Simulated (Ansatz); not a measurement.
Relaxed-ion elastic tensor of TaAgO3 in space group R-3c (No. 167; Ta on 6b, Ag on 6a, O on 18e) in GPa (Voigt order), r²SCAN in the plane-wave PAW code Ansatz; density 9.23 g/cm³, 12.11 Å³ per atom.

```tsv
	1	2	3	4	5	6
1	313	115	150	-28.1	0.0	0.0
2	115	313	150	28.1	0.0	0.0
3	150	150	293	0.0	0.0	0.0
4	-28.1	28.1	0.0	77.6	0.0	0.0
5	0.0	0.0	0.0	0.0	77.6	-28.1
6	0.0	0.0	0.0	0.0	-28.1	98.6
```

Task: Is the crystal mechanically stable?

Result: Yes: the smallest eigenvalue of C is 58.1 GPa.

Task: Work out the Voigt, Reuss and Hill averages.

Result: K_V = 194, K_R = 194, K_H = 194; G_V = 84.2, G_R = 75.9, G_H = 80.1 GPa.

Task: Give Young's modulus, Poisson's ratio, Pugh's ratio and the universal anisotropy index.

Result: E = 9KG/(3K + G) = 211 GPa; ν = 0.32; K/G = 2.43 (ductile by the Pugh limit of 1.75); A_U = 5G_V/G_R + K_V/K_R − 6 = 0.55.

Task: Estimate the sound speeds and the Debye temperature.

Result: v_l = √((K + 4G/3)/ρ) = 5710 m/s, v_t = √(G/ρ) = 2940 m/s, mean 3300 m/s; Θ = (h/k)(3n/4πV)^(1/3) v_m = 427 K.

Task: Solve the Christoffel equation for the three sound speeds along x, y, z.

Result: Eigenvalues of C_ijkl n_j n_l equal ρv². In km/s, slowest first: x 2.51, 3.58, 5.82; y 2.84, 3.27, 5.85; z 2.90, 2.90, 5.63.

Task: How much does each axis shrink under pressure?

Result: Linear compressibilities β_i = Σ_j S_ij (j = 1 to 3): x 1.8, y 1.8, z 1.6 per TPa.

The first step of the workflow began from a Materials Project structure, measured or hypothetical; the Crystallography Open Database copy checked does not list it. COD files the formula under space group No. 161. Whether it is the stable phase at ambient conditions was not checked. The cell was relaxed with r²SCAN under the symmetry of its start; phonons show weakly imaginary modes. The run is not spin-polarised. Scalar-relativistic: spin–orbit coupling is off unless named, which matters more the heavier the elements.

Potentials: the later of the program's two PAW sets.
